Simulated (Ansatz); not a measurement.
GaRu3C:
```yaml
crystal:
  lattice:
    - [3.97746, 0.00000, 0.00000]
    - [0.00000, 3.97746, 0.00000]
    - [0.00000, 0.00000, 3.97746]
  atoms:
    - { symbol: Ga, position: [0.00000, 0.00000, 0.00000] }
    - { symbol: Ru, position: [0.00000, 0.50000, 0.50000] }
    - { symbol: Ru, position: [0.50000, 0.00000, 0.50000] }
    - { symbol: Ru, position: [0.50000, 0.50000, 0.00000] }
    - { symbol: C, position: [0.50000, 0.50000, 0.50000] }
```

Relaxed with PBEsol. Special points in fractions of this cell's reciprocal vectors: Γ (0.000, 0.000, 0.000); X (0.000, 0.500, 0.000); M (0.500, 0.500, 0.000); R (0.500, 0.500, 0.500).

List the band energies nearest the Fermi level at these points for DFT-PBEsol in the program Ansatz with PAW potentials.

In eV from the Fermi level; about four levels below and three above (degenerate sets whole), none deeper than 8.9 eV; points with the same levels are listed once.

```csv
k,below,above
Γ,-0.79 -0.79 -0.79 -0.58 -0.58,1.43 1.50 1.50 1.50
X,-0.95 -0.95 -0.71 -0.06,1.51 1.79 1.79
M,-1.00 -0.65 -0.63 -0.03,0.32 2.14 2.14
R,-1.56 -1.56 -1.56 -0.12 -0.12,1.23 1.23 1.23
```

Space group Pm-3m (anti-perovskite). The start of the workflow was typed in or built on a structure type; neither database checked (COD, Materials Project) lists it. Whether it is the stable phase at ambient conditions was not checked. Symmetry was held in the PBEsol relaxation; phonons show weakly imaginary modes. The run is not spin-polarised. Scalar-relativistic: spin–orbit coupling is off unless named, which matters more the heavier the elements.

Potentials: the later of the program's two PAW sets.
